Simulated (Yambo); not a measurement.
**Optical response of AlN at -1 % biaxial strain**

```xyz
4
Lattice="3.0820 0.0000 0.0000 -1.5410 2.6691 0.0000 0.0000 0.0000 5.0117" Properties=species:S:1:pos:R:3 pbc="T T T"
N      1.5410     0.8897     4.4077
N      0.0000     1.7794     1.9019
Al     1.5410     0.8897     2.5084
Al     0.0000     1.7794     0.0026
```

Yambo, RPA with local fields on PBEsol bands; 15×15×8 mesh, 32 bands, 4 Ry local-field block, 0.2 eV broadening; field along z.

```csv
E (eV),Im ε,Re ε,"Im ε, independent particles"
0.0,0.00,4.59,0.00
0.6,0.01,4.61,0.01
1.2,0.03,4.67,0.03
1.9,0.05,4.79,0.05
2.5,0.07,4.98,0.08
3.1,0.11,5.26,0.12
3.8,0.19,5.70,0.20
4.4,0.51,6.44,0.52
5.0,1.24,7.16,1.24
5.6,2.06,8.16,2.09
6.2,5.94,8.66,6.32
6.9,8.56,4.62,9.08
7.5,7.63,1.29,8.25
8.1,4.22,1.02,4.60
8.8,3.57,1.67,3.92
9.4,4.74,2.20,5.57
10.0,5.17,0.38,6.12
10.6,3.97,0.38,5.24
11.2,3.07,0.86,4.14
11.9,4.57,1.22,5.90
12.5,4.15,0.07,4.65
13.1,3.81,-0.74,3.84
13.8,2.98,-1.17,2.72
14.4,2.62,-0.99,2.44
15.0,2.21,-0.96,1.96
15.6,1.87,-1.11,1.52
16.2,1.38,-1.00,1.10
16.9,1.26,-1.01,0.98
17.5,0.89,-0.88,0.71
18.1,0.65,-0.60,0.54
18.8,0.49,-0.43,0.41
19.4,0.50,-0.20,0.45
20.0,0.50,-0.13,0.43
```

Peak heights and small wiggles depend on the k mesh. Convergence of the RPA response with its 15×15×8 mesh was not tested. No excitonic effects at this level.

Geometry strained from the cell relaxed with PBEsol, atoms relaxed again.
